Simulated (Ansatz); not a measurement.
The relaxed structure here is a generated cell of Zn: the first start was made by placing the elements on the sites of a structure type, and the end was not matched to a known phase here, so it may be hypothetical. Known forms of Zn include space group No. 194.

A relaxed cell of Zn (I4/mmm (No. 139)), relaxed on a k-mesh at least as fine as the one used below. All values below come from r2SCAN (plane waves to 500 eV, PAW, scalar-relativistic; Ansatz, a program for electronic structure). Γ-centred k-mesh 8×16×14 on the run's cell (coarser than for final values), Fermi–Dirac smearing 0.05 eV.

```
Zn
1.0
   -3.35830     3.35830     2.59462
    1.67915    -1.67915     1.29731
    1.67915     1.67915    -1.29731
Zn
2
Direct
  0.00000   0.00000   0.00000
  0.50000   0.00000   0.00000
```

The atoms are displaced by (Å):

```json
[
 {"atom": "Zn1", "ux": "-0.002", "uy": "-0.118", "uz": "-0.006"},
 {"atom": "Zn2", "ux": "0.114", "uy": "0.029", "uz": "0.040"}
]
```

Question: What forces (eV/Å) and pressure result?

Answer: 
| atom | Fx | Fy | Fz |
|---|---|---|---|
| Zn1 | 0.18 | 0.35 | 0.54 |
| Zn2 | -0.18 | -0.35 | -0.54 |

Pressure +0.8 GPa.

No spin polarisation in the result.

The run that gave the undisplaced cell could not lose the symmetry of its start, so the end can be a saddle point.
